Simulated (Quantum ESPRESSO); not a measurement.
## MgAl3As3S (a curve over strain)

Computed values, not a measurement. The program is pw.x of Quantum ESPRESSO 7.5 (plane-wave density functional theory). The cell is made up: 8 atoms on a zincblende/diamond lattice, with randomly drawn elements, strain and displacements, not relaxed. PseudoDojo standard norm-conserving files (v0.5 for PBE, v0.4.1 for LDA and PBEsol) set the functional; there is no spin polarisation, spin-orbit coupling or dispersion term, and the masses in the input are unused placeholders.

Seven runs add a strain to one cell (shear xy, as the tensor component); the atoms follow the cell and are not relaxed. Stress in the table is positive in tension.

Input of the run at +0.0059:

```
&control calculation='scf', pseudo_dir='./dojo.nc.sr.pbe.v0_5.standard.upf', outdir='./o', disk_io='medium', tprnfor=.true., tstress=.true. /
&system ibrav=0, nat=8, ntyp=4, nbnd=41, ecutwfc=84.00895049, nosym=.true., tot_charge=0,
 occupations='smearing', smearing='fd', degauss=0.0018374661
/
&electrons conv_thr=7.350e-09, electron_maxstep=60, /
ATOMIC_SPECIES
Al 1.0 Al.upf
As 1.0 As.upf
Mg 1.0 Mg.upf
S 1.0 S.upf
CELL_PARAMETERS angstrom
5.848 0.0345 0.0
0.0345 5.848 0.0
0.0 0.0 5.848
ATOMIC_POSITIONS angstrom
Mg 0.1195 -0.0539 0.099
Al 0.0647 3.0079 2.8709
Al 2.9008 -0.013 2.7767
Al 3.0515 2.9575 0.0418
As 1.5826 1.5534 1.5309
As 1.4663 4.2966 4.3936
S 4.4679 1.624 4.4013
As 4.5261 4.4388 1.3894
K_POINTS automatic
4 4 4 1 1 1
```

```
added strain  free energy less that of the input shown (eV)  stress xx (GPa)  stress yy (GPa)  stress zz (GPa)  stress xy (GPa)  pressure (GPa)  next band up at Gamma (eV)  iterations
     -0.0229                                         0.1184             2.45             1.90             2.56            -3.20           -2.30                       1.012          11
     -0.0192                                         0.0913             2.50             1.93             2.59            -2.81           -2.34                       1.027          11
     +0.0059                                         0.0000             2.59             1.93             2.66            -0.13           -2.40                       1.042          11
     +0.0094                                         0.0004             2.57             1.90             2.65             0.24           -2.37                       1.039          11
     +0.0115                                         0.0020             2.56             1.87             2.64             0.47           -2.36                       1.036          11
     +0.0188                                         0.0170             2.48             1.77             2.58             1.25           -2.28                       1.026          10
```

Question: one run is left out of the table, at -0.0130. Estimate its stress xy (GPa).

Answer: -2.15. The whole row:

| added strain | free energy less that of the input shown (eV) | stress xx (GPa) | stress yy (GPa) | stress zz (GPa) | stress xy (GPa) | pressure (GPa) | next band up at Gamma (eV) | iterations |
| --- | --- | --- | --- | --- | --- | --- | --- | --- |
| -0.0130 | 0.0533 | 2.56 | 1.97 | 2.63 | -2.15 | -2.39 | 1.043 | 11 |

A cubic fit gives a slope of stress xy against the added strain of 107 GPa at zero added strain, with the atoms clamped. Across the table the free energy follows the integral of the stress to within 0.2 meV. A rerun of one of the cells at 1437 eV and a 6 x 6 x 6 mesh moved values by no more than 0.006 eV in energy, 0.02 GPa in stress and 0.002 eV/Å in force. The band column is the level of band 36 at Gamma less that of band 35, whose number is half the electron count, rounded up; it comes from a band step after each run.